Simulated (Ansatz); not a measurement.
# BaMg2Sb2: the gap against volume

BaMg2Sb2, P-3m1, a = 4.791 Å, c = 8.191 Å. The structure is a COD entry; whether it is the stable form wasn't checked. Ansatz: r2SCAN, PAW, 500 eV, Γ-centred 6×6×4 mesh on 5 atoms, Gaussian smearing 0.02 eV; no spin polarisation. Shape and atoms are relaxed at each volume; x = ln(V/V0) with V0 = 32.560 Å³/atom. The gap is read at the mesh points alone.

```
      x gap y (eV)
-0.1278       1.084
-0.0943       1.120
-0.0619       1.150
-0.0305       1.177
 0.0000       1.200
 0.0296       1.220
 0.0583       1.236
 0.0953           ?
```

Question: Fit a straight line to the other rows, give the volume deformation potential of the gap and its pressure coefficient, and predict the missing gap. B0 = 39.6 GPa.

Answer: Means x = -0.03237, y = 1.1696; Σ(Δx)² = 0.02693, ΣΔxΔy = 0.02196; the slope is their ratio. y = 1.196 + 0.8156 x. The slope is the deformation potential a = dE_g/d ln V = 0.82 eV, and dE_g/dP = −a/B0 = -20.6 meV/GPa. With a term in x² added, the coefficient of x becomes 0.7082, 13 % less, which shows how far this figure hangs on the form. At x = 0.0953 the fit asked for gives 1.274 eV. The run gave 1.254 eV, so the fit is 0.020 eV too high, 12 % of the span of the series, against an rms of 0.005 eV on the fitted rows. The row lies outside the fitted range. With a term in x² added, a fit to the same known rows predicts 1.253 eV, so most of the miss is curvature that the known rows already hold.

Spin-orbit coupling is left out, which matters for the bands of heavy elements. Semilocal functionals give gaps under the measured ones; changes of the gap mostly carry over better.